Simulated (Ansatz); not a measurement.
Lu vacancy in GdLuAl4, calculated

Level of theory: PBEsol, collinear spin, scalar-relativistic; Ansatz, plane waves to 420 eV (PAW set soft_2), k-mesh 3×3×3.

The relaxed host crystal (no gap at this level of theory):

```
CELL_PARAMETERS angstrom
0.00000 3.87682 3.87682
3.87682 0.00000 3.87682
3.87682 3.87682 0.00000
ATOMIC_POSITIONS crystal
Al 0.62510 0.12470 0.62510
Al 0.62510 0.62510 0.12470
Al 0.62510 0.62510 0.62510
Al 0.12470 0.62510 0.62510
Gd 0.25000 0.25000 0.25000
Lu 0.00000 0.00000 0.00000
```

Supercell of 24 atoms, rows of the matrix [[-1,1,1],[-1,1,-1],[-1,-1,1]] times the cell vectors; Lu vacancy at (0.000, 0.000, 0.000) in fractions of the cell above. Atoms are relaxed at the host's cell, from a start shaken by 0.03 Å near the defect. The cell loses 1 of its 4 Lu, so this is a heavily defective crystal.

Distances from the empty Lu site (Å), by shell of the perfect crystal:

```
shell  perfect crystal  relaxed, charge 0
12 Al             3.21               3.29
 4 Gd             3.36               3.15
```

| charge | moment of the cell (μB) | gap of the cell on the mesh (eV) |
| --- | --- | --- |
| 0 | 28.76 | 0.00 |

At charge 0 the unpaired electrons sit on atoms with moments (μB): 4 Gd of 7.06.

Formation energy of the neutral defect: 2.34 eV, taking atoms from and to the elements' standard states (no corrections for gases), so it belongs to those chemical potentials alone.

Relaxed cell at charge 0:

```
GdLuAl4 V_Lu charge 0
1.0
     7.7536    0.0000    0.0000
     0.0000   -7.7536    0.0000
     0.0000    0.0000   -7.7536
Al Gd Lu
16 4 3
Direct
  0.3711 0.8709 0.1173
  0.8774 0.3774 0.1228
  0.8831 0.8711 0.6291
  0.3710 0.3829 0.6292
  0.3711 0.1300 0.8821
  0.8775 0.6237 0.8766
  0.8830 0.1300 0.3703
  0.3711 0.6181 0.3702
  0.6300 0.8710 0.8821
  0.1236 0.3773 0.8767
  0.1182 0.8709 0.3702
  0.6300 0.3829 0.3702
  0.6300 0.1300 0.1173
  0.1236 0.6235 0.1229
  0.1182 0.1300 0.6292
  0.6300 0.6182 0.6292
  0.2663 0.2347 0.2656
  0.7348 0.7663 0.2656
  0.7347 0.2347 0.7340
  0.2663 0.7662 0.7340
  0.0005 0.5005 0.4997
  0.0005 0.0005 0.9997
  0.5005 0.5005 0.9997
```

Caveats: Gd without a U keeps its half-filled shell, but its 4f levels lie too near the Fermi level; open f or d shells may hold a state above the lowest; small supercell, so energies and levels can be off by tenths of an eV; one random start near the defect, so other minima are possible.
